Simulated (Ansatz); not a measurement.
SnO₂:
```cif
data_O4Sn2
_chemical_formula_sum 'Sn2 O4'
_space_group_name_H-M_alt 'P 1'
_space_group_IT_number 1
_cell_length_a 4.76854
_cell_length_b 4.76854
_cell_length_c 3.21139
_cell_angle_alpha 90.000
_cell_angle_beta 90.000
_cell_angle_gamma 90.000
loop_
_space_group_symop_operation_xyz
  'x, y, z'
loop_
_atom_site_label
_atom_site_type_symbol
_atom_site_fract_x
_atom_site_fract_y
_atom_site_fract_z
_atom_site_occupancy
Sn1 Sn 0.00000 0.00000 0.00000 1
Sn2 Sn 0.50000 0.50000 0.50000 1
O1 O 0.80630 0.80630 0.50000 1
O2 O 0.19370 0.19370 0.50000 1
O3 O 0.30630 0.69370 0.00000 1
O4 O 0.69370 0.30630 0.00000 1
```

Relaxed with PBEsol.

**Question.** Give the optical modes at the zone centre with their infrared activity from DFPT, PBEsol (plane waves, PAW; program Ansatz).

**Answer.** Transverse frequencies, without the LO–TO term; a row sums one degenerate level.

```
ω (cm⁻¹)  degeneracy  IR ((D/Å)²/amu)     activity  symmetry
--------  ----------  ---------------  -----------  --------
104                1             0.00  IR-inactive       B1g
143                1             0.00  IR-inactive       B1u
220                2            19.64           IR        Eu
271                2             4.88           IR        Eu
342                1             0.00  IR-inactive       A2g
448                1            37.80           IR       A2u
454                2             0.00  IR-inactive        Eg
545                1             0.00  IR-inactive       B1u
575                2            44.93           IR        Eu
607                1             0.00  IR-inactive       A1g
732                1             0.00  IR-inactive       B2g
```

**Question.** How high does the top mode go among those that the LO–TO term moves?

**Answer.** 710 cm⁻¹ for q along x, 710 cm⁻¹ for q along y, 652 cm⁻¹ for q along z.

Space group P4_2/mnm (rutile). The cell was relaxed with PBEsol under the symmetry of its start. Spin–orbit coupling is left out wherever it is not named.

Potentials: the earlier of the program's two PAW sets. The files were generated under PBE; for other functionals the program regenerates the frozen cores, and for LDA and PBEsol the local potential too.
